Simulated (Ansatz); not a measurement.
**KTaO$_{3}$: do energies and stresses tell the same story?**

Method: DFT PBE, scalar-relativistic, plane waves, PAW in Ansatz.

Cutoff 420 eV; k points 8×8×8 on the computed 5-atom cell (Γ-centred); Gaussian smearing, width 0.02 eV; no spin polarisation.

Relaxed cell: Pm-3m, a = 4.024 Å, b = 4.024 Å, c = 4.024 Å, α = 90.00°, β = 90.00°, γ = 90.00°, 5 atoms in the primitive cell.

Energies at zero smearing and pressures from the stress tensor, at volumes with shape and atoms relaxed:
```tsv
V (Å³/atom)	E − E(first) (meV/atom)	P (GPa)
11.471	0.00	31.95
11.862	-65.39	21.90
12.253	-108.18	13.38
12.644	-131.76	6.14
13.035	-139.08	0.00
13.427	-132.50	-5.21
13.818	-114.26	-9.62
14.339	-74.78	-14.48
```

Problem. Check P = −dE/dV between neighbouring volumes, and get the bulk modulus from the pressures alone.

Solution. With 1 eV/Å³ = 160.2 GPa:
```json
{"middle V (Å³/atom)": "11.667", "−ΔE/ΔV (GPa)": "26.790", "mean P (GPa)": "26.924"}
{"middle V (Å³/atom)": "12.058", "−ΔE/ΔV (GPa)": "17.529", "mean P (GPa)": "17.636"}
{"middle V (Å³/atom)": "12.449", "−ΔE/ΔV (GPa)": "9.663", "mean P (GPa)": "9.759"}
{"middle V (Å³/atom)": "12.840", "−ΔE/ΔV (GPa)": "3.000", "mean P (GPa)": "3.074"}
{"middle V (Å³/atom)": "13.231", "−ΔE/ΔV (GPa)": "-2.696", "mean P (GPa)": "-2.601"}
{"middle V (Å³/atom)": "13.622", "−ΔE/ΔV (GPa)": "-7.474", "mean P (GPa)": "-7.416"}
{"middle V (Å³/atom)": "14.078", "−ΔE/ΔV (GPa)": "-12.131", "mean P (GPa)": "-12.050"}
```

The two differ by 0.13 GPa at most. The mean of two end pressures misses the average over a step by about ΔV² P″/12, up to 0.14 GPa here; with that taken off 0.03 GPa remains, from the finite cutoff, the mesh or the relaxation's tolerance. Around V = 13.035 Å³/atom, the two neighbours give B = −V ΔP/ΔV = 13.035 × 11.35 / 0.782 = 189.2 GPa, against B0 = 188.0 GPa from the Birch–Murnaghan fit of the energies.

Spin–orbit coupling is left out, which can shift energies with elements as heavy as these.

Symmetry holds off the tilts and polar distortions that many cubic perovskites undergo.